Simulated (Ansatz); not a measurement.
CuI:
```cif
data_Cu4I4
_chemical_formula_sum 'Cu4 I4'
_space_group_name_H-M_alt 'F-43m'
_space_group_IT_number 216
_space_group_name_Hall 'F -4 2 3'
_cell_length_a 6.07892
_cell_length_b 6.07892
_cell_length_c 6.07892
_cell_angle_alpha 90.000
_cell_angle_beta 90.000
_cell_angle_gamma 90.000
loop_
_atom_site_label
_atom_site_type_symbol
_atom_site_symmetry_multiplicity
_atom_site_Wyckoff_symbol
_atom_site_fract_x
_atom_site_fract_y
_atom_site_fract_z
_atom_site_occupancy
Cu1 Cu 4 a 0.00000 0.00000 0.00000 1
I1 I 4 d 0.75000 0.75000 0.75000 1
```
(The calculation used a cell of 2 atoms; values per cell refer to that cell.)

Relaxed with PBE. PBE in the plane-wave PAW code Ansatz gives a gap of 1.10 eV.

Question: What gap does HSE06 give on the same cell (Ansatz, PAW)?

Answer: 2.61 eV, 1.51 eV more. The hybrid was solved on a coarser mesh and at special points; its gap is the smallest among all of these.

```tsv
k	v1 PBE	c1 PBE	v1 HSE06	c1 HSE06
Γ	0.00	1.10	0.00	2.61
X	-1.47	2.73	?	?
L	-0.70	2.13	?	?
W	-1.23	4.46	?	?
K	-1.22	3.10	?	?
```

Question: Top valence (v1) and lowest conduction level (c1) in eV from each method's valence maximum (which need not be a listed point): supply the withheld HSE06 values.

Answer: 
- X, v1 HSE06: -1.91
- X, c1 HSE06: 3.92
- K, v1 HSE06: -1.56
- K, c1 HSE06: 4.43
- L, v1 HSE06: -0.82
- L, c1 HSE06: 3.62
- W, v1 HSE06: -1.67
- W, c1 HSE06: 5.91

Cost on shared cores: the PBE run (SCF on a 8×8×8 mesh, then bands and DOS) roughly 29 core-seconds, the HSE06 run (SCF on 6×6×6, then a few points) roughly 4 core-minutes; the tasks are unlike.

The cell was relaxed with PBE under the symmetry of its start; phonons on a q-mesh show no instability. No spin polarisation was allowed. Scalar-relativistic: spin–orbit coupling is off unless named, which matters more the heavier the elements.

Potentials: the later of the program's two PAW sets.
